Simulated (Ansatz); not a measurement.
Calculated with Ansatz: YSi₂Ru₂, relaxation

Launch command:

```bash
ansatz run input.yaml --threads 2 --pin off --max-ram 2560MiB --backend cpu --events-out ev --progress --plain --runs-dir out
```

Input:

```yaml
crystal:
  lattice:
    - [0.0, 4.187747, 0.0]
    - [4.187747, 0.0, 0.0]
    - [2.093873, 2.093873, -4.805323]
  atoms:
    - { symbol: "Y", position: [0.0, 0.0, 0.0] }
    - { symbol: Ru, position: [0.75, 0.25, 0.5] }
    - { symbol: Ru, position: [0.25, 0.75, 0.5] }
    - { symbol: Si, position: [0.375, 0.375, 0.25] }
    - { symbol: Si, position: [0.625, 0.625, 0.75] }
  symmetry: { tolerance: 0.0003 }
kpoints:
  mp_grid: { grid: [6, 6, 6], shift: [0, 0, 0] }
magnetization:
  noncollinear: true
  spin_orbit: true
scf:
  occupations: { method: cold, width: 0.0339 }
  lower_state_search: "off"
hamiltonian:
  pseudopotentials: { kind: paw_fr }
  xc: lda
basis:
  ecutwfc: 420
  fft_grid_basis: typed
relax:
  max_steps: 80
  cell: { p_target: 0.0 }
  f_tol: 0.03
output:
  forces: true
  stress: true
  eigenvalues: true
  bader: true
  populations: true
  elf: true
  write_potential: true
  volumetric_format: npy
  dos:
    e_range: [-12, 8]
    de: 0.05
    projected: { site_lists: { Ru: [Ru], Si: [Si], "Y": ["Y"] } }
    method: { smearing: { sigma: 0.1, scheme: gaussian } }
checkpoint:
  read: saved_state
```

Origin of the cell: a database entry, scaled a little.

The saved state is a converged single point of the same cell.

Steps («new basis» is an SCF on plane waves selected anew at the same cell):

```json
{"step": "1", "ΔF (meV/atom)": "0.0", "max force component (eV/Å)": "1.447", "P (GPa)": "-11.14", "volume (Å³)": "84.27", "SCF iterations": "7", "step was": "accepted"}
{"step": "2", "ΔF (meV/atom)": "-45.2", "max force component (eV/Å)": "0.303", "P (GPa)": "4.32", "volume (Å³)": "77.54", "SCF iterations": "6", "step was": "accepted"}
{"step": "3", "ΔF (meV/atom)": "-51.5", "max force component (eV/Å)": "0.184", "P (GPa)": "-0.17", "volume (Å³)": "79.43", "SCF iterations": "6", "step was": "accepted"}
{"step": "4", "ΔF (meV/atom)": "-52.3", "max force component (eV/Å)": "0.010", "P (GPa)": "-0.03", "volume (Å³)": "79.57", "SCF iterations": "5", "step was": "accepted"}
{"step": "5", "ΔF (meV/atom)": "-52.1", "max force component (eV/Å)": "0.010", "P (GPa)": "-0.03", "volume (Å³)": "79.57", "SCF iterations": "5", "step was": "new basis"}
```

Step 1, with forces in eV/Å:

```xyz
5
Lattice="0.000 4.188 0.000 4.188 0.000 0.000 2.094 2.094 -4.805" Properties=species:S:1:pos:R:3:forces:R:3 pbc="T T T" step=1
Y     0.000    0.000    0.000    0.000    0.000    0.000
Ru    2.094    4.188   -2.403    0.000    0.000    0.000
Ru    4.188    2.094   -2.403    0.000    0.000    0.000
Si    2.094    2.094   -1.201    0.000    0.000   -1.447
Si    4.188    4.188   -3.604    0.000    0.000    1.447
```

Step 2, with forces in eV/Å:

```xyz
5
Lattice="0.000 4.064 0.000 4.064 0.000 0.000 2.032 2.032 -4.695" Properties=species:S:1:pos:R:3:forces:R:3 pbc="T T T" step=2
Y     0.000    0.000    0.000    0.000    0.000    0.000
Ru    2.032    4.064   -2.347    0.000    0.000    0.000
Ru    4.064    2.032   -2.347    0.000    0.000    0.000
Si    2.032    2.032   -1.202    0.000    0.000   -0.303
Si    4.064    4.064   -3.493    0.000    0.000    0.303
```

Step 3, with forces in eV/Å:

```xyz
5
Lattice="0.000 4.114 0.000 4.114 0.000 0.000 2.057 2.057 -4.694" Properties=species:S:1:pos:R:3:forces:R:3 pbc="T T T" step=3
Y     0.000    0.000    0.000    0.000    0.000    0.000
Ru    2.057    4.114   -2.347    0.000    0.000    0.000
Ru    4.114    2.057   -2.347    0.000    0.000    0.000
Si    2.057    2.057   -1.221    0.000    0.000   -0.184
Si    4.114    4.114   -3.473    0.000    0.000    0.184
```

Step 5, with forces in eV/Å:

```xyz
5
Lattice="0.000 4.105 0.000 4.105 0.000 0.000 2.053 2.053 -4.721" Properties=species:S:1:pos:R:3:forces:R:3 pbc="T T T" step=5
Y     0.000    0.000    0.000    0.000    0.000    0.000
Ru    2.053    4.105   -2.360    0.000    0.000    0.000
Ru    4.105    2.053   -2.360    0.000    0.000    0.000
Si    2.053    2.053   -1.236    0.000    0.000   -0.010
Si    4.105    4.105   -3.485    0.000    0.000    0.010
```

```
Free energy lowered by                                                                 : 52.1 meV/atom
Volume change                                                                          : -5.58 %
Final pressure                                                                         : -0.03 GPa
Relaxation steps listed                                                                : 5
Formation energy (elements under the same functional, gases as molecules, uncorrected) : -0.942 eV/atom
```

Caveats: no moments, though an odd count or open d shells may carry them; the relaxation held the start's symmetry, so the end may be a saddle point.

It ran for 3.5 min on 2 threads of Arm Neoverse N1, on a shared host, peak memory 0.73 GiB, from a saved density.
